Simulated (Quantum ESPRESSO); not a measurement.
## Calculated data, Al$_{2}$InGaP$_{4}$ (made-up cell), Ge$_{6}$BN (made-up cell)

All values are calculated (Quantum ESPRESSO 7.5). Calculation on a made-up crystal cell, not a measurement: periodic Kohn-Sham density functional theory in plane waves with PseudoDojo standard norm-conserving scalar-relativistic pseudopotentials, each functional with its own files (v0.5 for PBE, v0.4.1 for LDA and PBEsol), no spin polarisation, no spin-orbit coupling, atoms not relaxed, stress positive in tension, energies less a fixed whole-eV offset for each atom's element; levels are Kohn-Sham levels at fractions of this cell's reciprocal vectors, counted from the reference band (half the neutral cell's valence electrons, rounded up) at Gamma; error bars cover cutoff and k-mesh only, not smearing or the files; added strain carries the atoms with the cell, and shear is the tensor component; each bar is the largest change over components, and at least 0.002 eV, 0.002 eV per angstrom or 0.02 GPa; energies are for the whole cell, and the offsets were chosen from early runs and are not element reference energies.

Settings shared by all entries: lattice type zincblende/diamond; functional pbe; scf tolerance 1e-07 eV; electrons removed 0.

```json
{"entry": 1, "formula": "Al2InGaP4", "kind": "made-up cell", "structure": {"cell_angstrom": [[5.6156, 0.0024, -0.0207], [0.0024, 5.6589, 0.0215], [-0.0207, 0.0215, 5.5581]], "atoms_fractional": [["Al", -0.0074, 0.00378, 0.00712], ["Al", -0.01109, 0.49817, 0.50385], ["Ga", 0.50211, 0.00236, 0.49077], ["In", 0.49183, 0.4958, 0.01015], ["P", 0.23653, 0.24762, 0.24468], ["P", 0.25507, 0.73453, 0.73696], ["P", 0.77712, 0.25762, 0.75804], ["P", 0.75929, 0.74822, 0.25468]]}, "given": {"cutoff [eV]": 1088, "fermi_dirac_smearing [eV]": 0.025, "k_mesh": "4 x 4 x 4, shifted by half a step", "atom_site": [1, 2, 3, 4, 5, 6, 7, 8], "atom_energy_offset [eV]": [-64, -64, -2080, -1808, -189, -189, -189, -189]}, "results": {"free_energy_less_offsets [eV]": -0.2014, "smearing_term_minus_ts [eV]": 0.0, "scf_iterations": 10, "pressure [GPa]": 1.489, "stress_xx [GPa]": -1.367, "stress_yy [GPa]": -0.9143, "stress_zz [GPa]": -2.185, "stress_yz [GPa]": 2.651, "stress_xz [GPa]": -0.8357, "stress_xy [GPa]": -0.8374, "force_site": [1, 2, 3, 4, 5, 6, 7, 8], "force_x [eV/angstrom]": [0.7791, 0.985, 0.08043, 0.8366, -0.6067, -1.057, -1.091, 0.07378], "force_y [eV/angstrom]": [-0.9561, 0.1558, -0.01792, 0.06525, -0.8434, 1.739, -1.005, 0.8624], "force_z [eV/angstrom]": [-0.5591, -0.3024, 0.5114, -0.4569, 1.46, -0.4135, -0.6167, 0.3776], "error_bar_energy [eV]": 0.00588, "error_bar_stress [GPa]": 0.02, "error_bar_force [eV/angstrom]": 0.002, "error_bars_from": "tighter rerun of a related cell"}}
{"entry": 2, "formula": "Al2InGaP4", "kind": "made-up cell", "structure": {"cell_angstrom": [[5.6156, 0.0024, -0.0207], [0.0024, 5.6589, 0.0215], [-0.0207, 0.0215, 5.5581]], "atoms_fractional": [["Al", -0.0074, 0.00378, 0.00712], ["Al", -0.01109, 0.49817, 0.50385], ["Ga", 0.50211, 0.00236, 0.49077], ["In", 0.49183, 0.4958, 0.01015], ["P", 0.24891, 0.24762, 0.24473], ["P", 0.25507, 0.73453, 0.73696], ["P", 0.77712, 0.25762, 0.75804], ["P", 0.75929, 0.74822, 0.25468]]}, "given": {"cutoff [eV]": 1088, "fermi_dirac_smearing [eV]": 0.025, "k_mesh": "4 x 4 x 4, shifted by half a step", "atom_site": [1, 2, 3, 4, 5, 6, 7, 8], "atom_energy_offset [eV]": [-64, -64, -2080, -1808, -189, -189, -189, -189]}, "results": {"free_energy_less_offsets [eV]": -0.1308, "smearing_term_minus_ts [eV]": 0.0, "scf_iterations": 10, "pressure [GPa]": 1.636, "stress_xx [GPa]": -1.503, "stress_yy [GPa]": -1.102, "stress_zz [GPa]": -2.304, "stress_yz [GPa]": 3.222, "stress_xz [GPa]": -0.6108, "stress_xy [GPa]": -0.93, "force_site": [1, 2, 3, 4, 5, 6, 7, 8], "force_x [eV/angstrom]": [0.9643, 1.106, 0.2183, 1.092, -1.427, -1.073, -1.02, 0.1395], "force_y [eV/angstrom]": [-0.8123, 0.08648, -0.1162, 0.3521, -1.116, 1.741, -1.003, 0.8672], "force_z [eV/angstrom]": [-0.423, -0.3702, 0.6033, -0.723, 1.567, -0.4133, -0.6217, 0.3809], "error_bar_energy [eV]": 0.00588, "error_bar_stress [GPa]": 0.02, "error_bar_force [eV/angstrom]": 0.002, "error_bars_from": "tighter rerun of a related cell"}}
{"entry": 3, "formula": "Al2InGaP4", "kind": "made-up cell", "structure": {"cell_angstrom": [[5.6156, 0.0024, -0.0207], [0.0024, 5.6589, 0.0215], [-0.0207, 0.0215, 5.5581]], "atoms_fractional": [["Al", -0.0074, 0.00378, 0.00712], ["Al", -0.01109, 0.49817, 0.50385], ["Ga", 0.50211, 0.00236, 0.49077], ["In", 0.49183, 0.4958, 0.01015], ["P", 0.25211, 0.24762, 0.24474], ["P", 0.25507, 0.73453, 0.73696], ["P", 0.77712, 0.25762, 0.75804], ["P", 0.75929, 0.74822, 0.25468]]}, "given": {"cutoff [eV]": 1088, "fermi_dirac_smearing [eV]": 0.025, "k_mesh": "4 x 4 x 4, shifted by half a step", "atom_site": [1, 2, 3, 4, 5, 6, 7, 8], "atom_energy_offset [eV]": [-64, -64, -2080, -1808, -189, -189, -189, -189]}, "results": {"free_energy_less_offsets [eV]": -0.1032, "smearing_term_minus_ts [eV]": 0.0, "scf_iterations": 10, "pressure [GPa]": 1.69, "stress_xx [GPa]": -1.538, "stress_yy [GPa]": -1.175, "stress_zz [GPa]": -2.356, "stress_yz [GPa]": 3.373, "stress_xz [GPa]": -0.5528, "stress_xy [GPa]": -0.955, "force_site": [1, 2, 3, 4, 5, 6, 7, 8], "force_x [eV/angstrom]": [1.009, 1.134, 0.2569, 1.162, -1.641, -1.077, -1.001, 0.1568], "force_y [eV/angstrom]": [-0.7793, 0.07097, -0.1452, 0.4334, -1.188, 1.742, -1.002, 0.8683], "force_z [eV/angstrom]": [-0.3916, -0.3852, 0.6306, -0.7984, 1.599, -0.4132, -0.6231, 0.3817], "error_bar_energy [eV]": 0.00588, "error_bar_stress [GPa]": 0.02, "error_bar_force [eV/angstrom]": 0.002, "error_bars_from": "tighter rerun of a related cell"}}
{"entry": 4, "formula": "Al2InGaP4", "kind": "made-up cell", "structure": {"cell_angstrom": [[5.6156, 0.0024, -0.0207], [0.0024, 5.6589, 0.0215], [-0.0207, 0.0215, 5.5581]], "atoms_fractional": [["Al", -0.0074, 0.00378, 0.00712], ["Al", -0.01109, 0.49817, 0.50385], ["Ga", 0.50211, 0.00236, 0.49077], ["In", 0.49183, 0.4958, 0.01015], ["P", 0.25717, 0.24761, 0.24476], ["P", 0.25507, 0.73453, 0.73696], ["P", 0.77712, 0.25762, 0.75804], ["P", 0.75929, 0.74822, 0.25468]]}, "given": {"cutoff [eV]": 1088, "fermi_dirac_smearing [eV]": 0.025, "k_mesh": "4 x 4 x 4, shifted by half a step", "atom_site": [1, 2, 3, 4, 5, 6, 7, 8], "atom_energy_offset [eV]": [-64, -64, -2080, -1808, -189, -189, -189, -189]}, "results": {"free_energy_less_offsets [eV]": -0.05179, "smearing_term_minus_ts [eV]": 0.0, "scf_iterations": 10, "pressure [GPa]": 1.787, "stress_xx [GPa]": -1.594, "stress_yy [GPa]": -1.31, "stress_zz [GPa]": -2.458, "stress_yz [GPa]": 3.614, "stress_xz [GPa]": -0.462, "stress_xy [GPa]": -0.995, "force_site": [1, 2, 3, 4, 5, 6, 7, 8], "force_x [eV/angstrom]": [1.078, 1.178, 0.3201, 1.273, -1.978, -1.083, -0.9717, 0.1843], "force_y [eV/angstrom]": [-0.7305, 0.04843, -0.1941, 0.568, -1.303, 1.742, -1.001, 0.8701], "force_z [eV/angstrom]": [-0.3452, -0.4068, 0.6764, -0.9227, 1.653, -0.4128, -0.6254, 0.3832], "error_bar_energy [eV]": 0.00588, "error_bar_stress [GPa]": 0.02, "error_bar_force [eV/angstrom]": 0.002, "error_bars_from": "tighter rerun of this cell"}}
{"entry": 5, "formula": "Al2InGaP4", "kind": "made-up cell", "structure": {"cell_angstrom": [[5.6156, 0.0024, -0.0207], [0.0024, 5.6589, 0.0215], [-0.0207, 0.0215, 5.5581]], "atoms_fractional": [["Al", -0.0074, 0.00378, 0.00712], ["Al", -0.01109, 0.49817, 0.50385], ["Ga", 0.50211, 0.00236, 0.49077], ["In", 0.49183, 0.4958, 0.01015], ["P", 0.26118, 0.24761, 0.24477], ["P", 0.25507, 0.73453, 0.73696], ["P", 0.77712, 0.25762, 0.75804], ["P", 0.75929, 0.74822, 0.25468]]}, "given": {"cutoff [eV]": 1088, "fermi_dirac_smearing [eV]": 0.025, "k_mesh": "4 x 4 x 4, shifted by half a step", "atom_site": [1, 2, 3, 4, 5, 6, 7, 8], "atom_energy_offset [eV]": [-64, -64, -2080, -1808, -189, -189, -189, -189]}, "results": {"free_energy_less_offsets [eV]": -0.004269, "smearing_term_minus_ts [eV]": 0.0, "scf_iterations": 10, "pressure [GPa]": 1.875, "stress_xx [GPa]": -1.637, "stress_yy [GPa]": -1.434, "stress_zz [GPa]": -2.554, "stress_yz [GPa]": 3.81, "stress_xz [GPa]": -0.3908, "stress_xy [GPa]": -1.027, "force_site": [1, 2, 3, 4, 5, 6, 7, 8], "force_x [eV/angstrom]": [1.13, 1.211, 0.3719, 1.362, -2.245, -1.088, -0.9478, 0.2063], "force_y [eV/angstrom]": [-0.6947, 0.03218, -0.2355, 0.6802, -1.396, 1.743, -1.001, 0.8715], "force_z [eV/angstrom]": [-0.3111, -0.4222, 0.7156, -1.026, 1.699, -0.4125, -0.6273, 0.3844], "error_bar_energy [eV]": 0.00588, "error_bar_stress [GPa]": 0.02, "error_bar_force [eV/angstrom]": 0.002, "error_bars_from": "tighter rerun of a related cell"}}
{"entry": 6, "formula": "Al2InGaP4", "kind": "made-up cell", "structure": {"cell_angstrom": [[5.6156, 0.0024, -0.0207], [0.0024, 5.6589, 0.0215], [-0.0207, 0.0215, 5.5581]], "atoms_fractional": [["Al", -0.0074, 0.00378, 0.00712], ["Al", -0.01109, 0.49817, 0.50385], ["Ga", 0.50211, 0.00236, 0.49077], ["In", 0.49183, 0.4958, 0.01015], ["P", 0.26955, 0.24761, 0.24481], ["P", 0.25507, 0.73453, 0.73696], ["P", 0.77712, 0.25762, 0.75804], ["P", 0.75929, 0.74822, 0.25468]]}, "given": {"cutoff [eV]": 1088, "fermi_dirac_smearing [eV]": 0.025, "k_mesh": "4 x 4 x 4, shifted by half a step", "atom_site": [1, 2, 3, 4, 5, 6, 7, 8], "atom_energy_offset [eV]": [-64, -64, -2080, -1808, -189, -189, -189, -189]}, "results": {"free_energy_less_offsets [eV]": 0.1143, "smearing_term_minus_ts [eV]": 0.0, "scf_iterations": 10, "pressure [GPa]": 2.09, "stress_xx [GPa]": -1.725, "stress_yy [GPa]": -1.744, "stress_zz [GPa]": -2.802, "stress_yz [GPa]": 4.229, "stress_xz [GPa]": -0.2445, "stress_xy [GPa]": -1.095, "force_site": [1, 2, 3, 4, 5, 6, 7, 8], "force_x [eV/angstrom]": [1.231, 1.273, 0.4848, 1.551, -2.8, -1.097, -0.8969, 0.2529], "force_y [eV/angstrom]": [-0.6276, 0.0027, -0.3303, 0.9302, -1.593, 1.743, -0.9994, 0.8741], "force_z [eV/angstrom]": [-0.2469, -0.4497, 0.8059, -1.258, 1.804, -0.4116, -0.6314, 0.3872], "error_bar_energy [eV]": 0.00588, "error_bar_stress [GPa]": 0.02, "error_bar_force [eV/angstrom]": 0.002, "error_bars_from": "tighter rerun of a related cell"}}
{"entry": 7, "formula": "Al2InGaP4", "kind": "made-up cell", "structure": {"cell_angstrom": [[5.6156, 0.0024, -0.0207], [0.0024, 5.6589, 0.0215], [-0.0207, 0.0215, 5.5581]], "atoms_fractional": [["Al", -0.0074, 0.00378, 0.00712], ["Al", -0.01109, 0.49817, 0.50385], ["Ga", 0.50211, 0.00236, 0.49077], ["In", 0.49183, 0.4958, 0.01015], ["P", 0.28094, 0.2476, 0.24485], ["P", 0.25507, 0.73453, 0.73696], ["P", 0.77712, 0.25762, 0.75804], ["P", 0.75929, 0.74822, 0.25468]]}, "given": {"cutoff [eV]": 1088, "fermi_dirac_smearing [eV]": 0.025, "k_mesh": "4 x 4 x 4, shifted by half a step", "atom_site": [1, 2, 3, 4, 5, 6, 7, 8], "atom_energy_offset [eV]": [-64, -64, -2080, -1808, -189, -189, -189, -189]}, "results": {"free_energy_less_offsets [eV]": 0.3173, "smearing_term_minus_ts [eV]": 0.0, "scf_iterations": 10, "pressure [GPa]": 2.451, "stress_xx [GPa]": -1.837, "stress_yy [GPa]": -2.276, "stress_zz [GPa]": -3.239, "stress_yz [GPa]": 4.834, "stress_xz [GPa]": -0.05309, "stress_xy [GPa]": -1.187, "force_site": [1, 2, 3, 4, 5, 6, 7, 8], "force_x [eV/angstrom]": [1.353, 1.346, 0.6473, 1.813, -3.542, -1.109, -0.826, 0.3175], "force_y [eV/angstrom]": [-0.5519, -0.02845, -0.4778, 1.305, -1.871, 1.743, -0.9977, 0.8775], "force_z [eV/angstrom]": [-0.1738, -0.4778, 0.9462, -1.604, 1.966, -0.4101, -0.6375, 0.3912], "error_bar_energy [eV]": 0.00588, "error_bar_stress [GPa]": 0.02, "error_bar_force [eV/angstrom]": 0.002, "error_bars_from": "tighter rerun of a related cell"}}
{"entry": 8, "formula": "Ge6BN", "kind": "made-up cell", "structure": {"cell_angstrom": [[5.6724, -0.0209, -0.0037], [-0.0209, 5.5846, 0.0253], [-0.0037, 0.0253, 5.5411]], "atoms_fractional": [["Ge", -0.00852, -0.00155, -0.00552], ["Ge", -0.00062, 0.48015, 0.49594], ["Ge", 0.49849, 0.00517, 0.50026], ["Ge", 0.5113, 0.50258, -0.00192], ["N", 0.24212, 0.26865, 0.2465], ["Ge", 0.25102, 0.75512, 0.75018], ["Ge", 0.75334, 0.24695, 0.74791], ["B", 0.74913, 0.75275, 0.2519]]}, "given": {"cutoff [eV]": 1143, "fermi_dirac_smearing [eV]": 0.1, "k_mesh": "6 x 6 x 6, shifted by half a step", "atom_site": [1, 2, 3, 4, 5, 6, 7, 8], "atom_energy_offset [eV]": [-2430, -2430, -2430, -2430, -283, -2430, -2430, -79]}, "results": {"free_energy_less_offsets [eV]": 1.484, "smearing_term_minus_ts [eV]": -0.07765, "scf_iterations": 11, "pressure [GPa]": -7.174, "stress_xx [GPa]": 7.926, "stress_yy [GPa]": 6.911, "stress_zz [GPa]": 6.685, "stress_yz [GPa]": 1.471, "stress_xz [GPa]": -0.2163, "stress_xy [GPa]": -0.6567, "force_site": [1, 2, 3, 4, 5, 6, 7, 8], "force_x [eV/angstrom]": [-0.01498, 0.6544, 0.3198, -0.07968, 0.06645, -0.3231, -0.6102, -0.01262], "force_y [eV/angstrom]": [-0.7812, 1.426, -0.5295, 0.7105, -0.2902, -0.4973, -0.04334, 0.004797], "force_z [eV/angstrom]": [2.725, -2.633, -2.568, 2.376, 0.2059, -0.1323, 0.1668, -0.1393], "fermi_level [eV]": -0.06219, "reference_band": 46, "level_k_point": ["Gamma", "(1/2,1/2,1/2)", "(0.15,0,0)", "(0,0.15,0)", "(0,0,0.15)"], "next_band_up [eV]": [0.2508, -0.103, 0.07545, 0.06916, 0.05196], "error_bar_energy [eV]": 0.004116, "error_bar_stress [GPa]": 0.02, "error_bar_force [eV/angstrom]": 0.004942, "error_bar_next_band_up [eV]": 0.002, "error_bar_fermi_level [eV]": 0.006112, "error_bars_from": "tighter rerun of this cell"}}
{"entry": 9, "formula": "Ge6BN", "kind": "made-up cell", "structure": {"cell_angstrom": [[5.6724, -0.0209, -0.0037], [-0.0209, 5.5846, 0.0253], [-0.0037, 0.0253, 5.5411]], "atoms_fractional": [["Ge", -0.00852, -0.00155, -0.00552], ["Ge", -0.00061, 0.48464, 0.49592], ["Ge", 0.49849, 0.00517, 0.50026], ["Ge", 0.5113, 0.50258, -0.00192], ["N", 0.24212, 0.26865, 0.2465], ["Ge", 0.25102, 0.75512, 0.75018], ["Ge", 0.75334, 0.24695, 0.74791], ["B", 0.74913, 0.75275, 0.2519]]}, "given": {"cutoff [eV]": 1143, "fermi_dirac_smearing [eV]": 0.1, "k_mesh": "6 x 6 x 6, shifted by half a step", "atom_site": [1, 2, 3, 4, 5, 6, 7, 8], "atom_energy_offset [eV]": [-2430, -2430, -2430, -2430, -283, -2430, -2430, -79]}, "results": {"free_energy_less_offsets [eV]": 1.451, "smearing_term_minus_ts [eV]": -0.07623, "scf_iterations": 11, "pressure [GPa]": -7.239, "stress_xx [GPa]": 8.003, "stress_yy [GPa]": 6.961, "stress_zz [GPa]": 6.752, "stress_yz [GPa]": 1.345, "stress_xz [GPa]": -0.3204, "stress_xy [GPa]": -0.6234, "force_site": [1, 2, 3, 4, 5, 6, 7, 8], "force_x [eV/angstrom]": [-0.0173, 0.4988, 0.3181, -0.0842, 0.08783, -0.2758, -0.5275, 7.858e-05], "force_y [eV/angstrom]": [-0.7549, 1.24, -0.5028, 0.6901, -0.2646, -0.4538, 0.04153, 0.004635], "force_z [eV/angstrom]": [2.723, -2.579, -2.569, 2.378, 0.1866, -0.0906, 0.08665, -0.1358], "fermi_level [eV]": -0.06426, "reference_band": 46, "level_k_point": ["Gamma", "(1/2,1/2,1/2)", "(0.15,0,0)", "(0,0.15,0)", "(0,0,0.15)"], "next_band_up [eV]": [0.236, -0.1356, 0.06108, 0.0536, 0.04541], "error_bar_energy [eV]": 0.004116, "error_bar_stress [GPa]": 0.02, "error_bar_force [eV/angstrom]": 0.004942, "error_bar_next_band_up [eV]": 0.002, "error_bar_fermi_level [eV]": 0.006112, "error_bars_from": "tighter rerun of a related cell"}}
{"entry": 10, "formula": "Ge6BN", "kind": "made-up cell", "structure": {"cell_angstrom": [[5.6724, -0.0209, -0.0037], [-0.0209, 5.5846, 0.0253], [-0.0037, 0.0253, 5.5411]], "atoms_fractional": [["Ge", -0.00852, -0.00155, -0.00552], ["Ge", -0.00056, 0.4963, 0.49587], ["Ge", 0.49849, 0.00517, 0.50026], ["Ge", 0.5113, 0.50258, -0.00192], ["N", 0.24212, 0.26865, 0.2465], ["Ge", 0.25102, 0.75512, 0.75018], ["Ge", 0.75334, 0.24695, 0.74791], ["B", 0.74913, 0.75275, 0.2519]]}, "given": {"cutoff [eV]": 1143, "fermi_dirac_smearing [eV]": 0.1, "k_mesh": "6 x 6 x 6, shifted by half a step", "atom_site": [1, 2, 3, 4, 5, 6, 7, 8], "atom_energy_offset [eV]": [-2430, -2430, -2430, -2430, -283, -2430, -2430, -79]}, "results": {"free_energy_less_offsets [eV]": 1.386, "smearing_term_minus_ts [eV]": -0.07252, "scf_iterations": 11, "pressure [GPa]": -7.361, "stress_xx [GPa]": 8.145, "stress_yy [GPa]": 7.069, "stress_zz [GPa]": 6.869, "stress_yz [GPa]": 1.013, "stress_xz [GPa]": -0.5683, "stress_xy [GPa]": -0.5358, "force_site": [1, 2, 3, 4, 5, 6, 7, 8], "force_x [eV/angstrom]": [-0.02102, 0.1035, 0.3139, -0.09448, 0.1445, -0.1403, -0.3327, 0.02654], "force_y [eV/angstrom]": [-0.6844, 0.7465, -0.4316, 0.632, -0.2055, -0.3302, 0.257, 0.01615], "force_z [eV/angstrom]": [2.718, -2.462, -2.571, 2.385, 0.1342, 0.02993, -0.1038, -0.131], "fermi_level [eV]": -0.07053, "reference_band": 46, "level_k_point": ["Gamma", "(1/2,1/2,1/2)", "(0.15,0,0)", "(0,0.15,0)", "(0,0,0.15)"], "next_band_up [eV]": [0.2, -0.2229, 0.02123, 0.01368, 0.02946], "error_bar_energy [eV]": 0.004116, "error_bar_stress [GPa]": 0.02, "error_bar_force [eV/angstrom]": 0.004942, "error_bar_next_band_up [eV]": 0.002, "error_bar_fermi_level [eV]": 0.006112, "error_bars_from": "tighter rerun of a related cell"}}
```
